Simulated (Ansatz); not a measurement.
A: PbSe (rock salt), a = b = c = 6.2178 Å, α = β = γ = 90.00°
B: CuI (zinc blende), a = 6.079 Å, b = 6.079 Å, c = 6.079 Å, α = 90.00°, β = 90.00°, γ = 90.00°
C: TiC (rock salt), a = 4.333 Å, b = 4.333 Å, c = 4.333 Å, α = 90.00°, β = 90.00°, γ = 90.00°
D: NbN (rock salt), a = 4.421 Å, b = 4.421 Å, c = 4.421 Å, α = 90.00°, β = 90.00°, γ = 90.00°
E: Ni (fcc, Cu type), a = 3.518 Å, b = 3.518 Å, c = 3.518 Å, α = 90.00°, β = 90.00°, γ = 90.00°

Scan: energy against volume (even scaling of the relaxed cell, symmetry kept). One method and one kind of scan serve all of them; meshes and ranges differ. All were relaxed with their symmetry unable to fall. CuI is run without spin polarisation. NbN is run without spin polarisation. Relaxed Ni ends ferromagnetic. Spin-orbit coupling is left out. This is a high-temperature form of NbN. TiC is run without spin polarisation. The magnetic order is the one the run started from; other orders were not tried. (This holds for the magnetic or f-shell members.)

### Question
Rank these by bulk modulus (fitted) (lowest first), as PBE (plane waves to 420 eV, PAW, scalar-relativistic; Ansatz, a quantum-chemistry and plane-wave program) gives it.

### Answer
B (38.9 GPa), A (46.5 GPa), E (198 GPa), C (250 GPa), D (307 GPa)

(A scan under strain: stresses follow from slopes of the energy per volume, elastic moduli from its curvatures.)
